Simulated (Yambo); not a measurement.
Yambo input for a free-standing PbI2 monolayer (symmetry P-3m1, slab cell 16.7 Å high) (a = b = 4.541 Å, c = 16.700 Å, α = β = 90.00°, γ = 120.00°), on PBEsol (pw.x of Quantum ESPRESSO, ONCV potentials, with spin-orbit coupling) wavefunctions on a 12×12×1 mesh:

```
rim_cut
optics
chi
dipoles
kernel
RandQpts= 1000000
RandGvec= 2 Ry
CUTGeo= "slab z"
FFTGvecs= 30 Ry
Chimod= "HARTREE"
NGsBlkXd= 2 Ry
% QpntsRXd
 1 | 1 |
%
% BndsRnXd
 1 | 142 |
%
GrFnTpXd= "R"
% EnRngeXd
 0.0 | 20.0 | eV
%
% DmRngeXd
 0.2 | 0.2 | eV
%
CGrdSpXd= 50
ETStpsXd= 161
% LongDrXd
 1.0 | 0.0 | 0.0 |
%
```

First lines of the file o-*.alpha_q1_inv_rpa_dyson:

```
Polarizability  ( -<<X>> ) @ Q(1):   1.00000000     0.00000000     0.00000000    [q->0 direction]
#
# Polarizability units: length
#
# [ X ] Hartree size     :   93
# [GEN] GF Energies     : Perdew, Burke & Ernzerhof SOL(X)+Perdew, Burke & Ernzerhof SOL(C)
# [GEN] Green`s Function     : Retarded
#
# [GEN] Gauge     : Length
# [GEN] [r,Vnl] included     : yes
#
#    E[1] [eV]     Im(alpha)     Re(alpha)     Im(alpha_o)     Re(alpha_o)
#
     0.000000     0.201487E-5     6.559991     -0.94629E-17     7.682090
     0.125000     0.027703     6.568447     0.031980     7.691854
     0.250000     0.056091     6.594013     0.064744     7.721374
     0.375000     0.085906     6.637300     0.099138     7.771348
     0.500000     0.118005     6.699376     0.136137     7.842995
     0.625000     0.153443     6.781845     0.176947     7.938146
     0.750000     0.193599     6.886979     0.223133     8.059395
     0.875000     0.240367     7.017922     0.276848     8.210325
     1.000000     0.296480     7.178995     0.341193     8.395858
     1.125000     0.366098     7.376169     0.420878     8.622791
     1.250000     0.455918     7.617790     0.523482     8.900611
     1.375000     0.577469     7.915625     0.662027     9.242685
     1.500000     0.752218     8.286092     0.860739     9.667635
     1.625000     1.023899     8.749699     1.168924     10.19872
     1.750000     1.488665     9.315802     1.694877     10.84658
     1.875000     2.338334     9.881871     2.653948     11.49554
     2.000000     3.599562     9.965273     4.071864     11.60532
     2.125000     4.546127     9.457911     5.142223     11.06597
     2.250000     5.077465     8.914694     5.753876     10.48431
     2.375000     5.504108     8.655984     6.260585     10.23924
     2.500000     6.029213     8.126840     6.905067     9.679586
     2.625000     6.053435     7.870730     6.997876     9.424017
     2.750000     6.656627     8.100109     7.785525     9.689085
     2.875000     7.596468     7.589879     8.937782     9.068586
     3.000000     8.156762     7.186556     9.686247     8.549065
     3.125000     9.262361     6.485070     11.01566     7.563025
     3.250000     9.964622     4.925196     11.69520     5.577790
     3.375000     9.696371     3.176498     11.14202     3.579190
     3.500000     8.604171     2.062333     9.793393     2.486408
     3.625000     7.449685     2.004529     8.551954     2.571197
     3.750000     7.173478     2.474698     8.379292     3.129033
```
(The file goes on to the top of the energy range; α is in bohr.) Convergence of the RPA response with its 12×12×1 mesh was not tested.

Geometry relaxed with PBEsol.
